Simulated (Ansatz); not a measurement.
A relaxed structure of La is spoiled in several ways and relaxed again each time (noise and exchanges are one random draw each; squeezed and stretched starts keep its symmetry, which their runs cannot lower; pressure is positive under compression). Computed with PBE (plane waves to 420 eV, PAW, scalar-relativistic; Ansatz, a program for electronic structure).

```cif
data_La4
_chemical_formula_sum 'La4'
_space_group_name_H-M_alt 'P63/mmc'
_space_group_IT_number 194
_space_group_name_Hall '-P 6c 2c'
_cell_length_a 3.77035
_cell_length_b 3.77035
_cell_length_c 12.08105
_cell_angle_alpha 90.000
_cell_angle_beta 90.000
_cell_angle_gamma 120.000
loop_
_atom_site_label
_atom_site_type_symbol
_atom_site_symmetry_multiplicity
_atom_site_Wyckoff_symbol
_atom_site_fract_x
_atom_site_fract_y
_atom_site_fract_z
_atom_site_occupancy
La1 La 2 a 0.00000 0.00000 0.00000 1
La2 La 2 c 0.33333 0.66667 0.25000 1
```

```tsv
change	first pressure (GPa)	largest first force (eV/Å)	released (eV/atom)	moves	outcome	final group	E − E(parent) (eV/atom)
deformed by the Cartesian strain tensor (xx, yy, zz, yz, xz, xy) = (0.075, 0.156, 0.158, -0.051, 0.030, -0.099)	…	0.09	…	10	…	…	…
with every coordinate shifted by Gaussian noise of σ = 0.2 Å	0.0	0.30	0.02	5	returns to the parent	P6₃/mmc	0.00
stretched uniformly to 150 % of its volume	-6.0	0.00	0.45	9	…	…	…
```

### Question
Some entries are withheld; supply them.

### Answer

- deformed by the Cartesian strain tensor (xx, yy, zz, yz, xz, xy) = (0.075, 0.156, 0.158, -0.051, 0.030, -0.099), first pressure (GPa): -5.4
- deformed by the Cartesian strain tensor (xx, yy, zz, yz, xz, xy) = (0.075, 0.156, 0.158, -0.051, 0.030, -0.099), released (eV/atom): 0.42
- deformed by the Cartesian strain tensor (xx, yy, zz, yz, xz, xy) = (0.075, 0.156, 0.158, -0.051, 0.030, -0.099), outcome: returns to the parent
- deformed by the Cartesian strain tensor (xx, yy, zz, yz, xz, xy) = (0.075, 0.156, 0.158, -0.051, 0.030, -0.099), final group: P6₃/mmc
- deformed by the Cartesian strain tensor (xx, yy, zz, yz, xz, xy) = (0.075, 0.156, 0.158, -0.051, 0.030, -0.099), E − E(parent) (eV/atom): 0.00
- stretched uniformly to 150 % of its volume, outcome: returns to the parent
- stretched uniformly to 150 % of its volume, final group: P6₃/mmc
- stretched uniformly to 150 % of its volume, E − E(parent) (eV/atom): 0.00

First-step values come from each run's starting, coarser k-mesh (10×9×3, 10×10×3, 9×9×3). Each cell has its own k-point mesh; energy differences are given only to the digits this allows. No spin polarisation in the result.
